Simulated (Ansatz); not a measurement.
KI (rock salt, Fm-3m), plane-wave PAW PBEsol (Ansatz code): ε∞ = 2.95, cell volume 86.01 Å³. Infrared-active transverse modes:

```tsv
ω_TO (cm⁻¹)	oscillator strength S_xx (e²/amu)
99.1	0.04307
```

Compute the static dielectric constant.

Each mode adds (4.921e7/V) S/ω²: 2.51. So ε0 = 5.46.

What LO frequency does the Lyddane–Sachs–Teller relation give?

ω_LO = ω_TO √(ε0/ε∞) = 135 cm⁻¹.

The cell was relaxed with PBEsol under the symmetry of its start; of distortions, only those at the zone centre were tested. Scalar-relativistic: spin–orbit coupling is off unless named, which matters more the heavier the elements.

Potentials: the later of the program's two PAW sets.
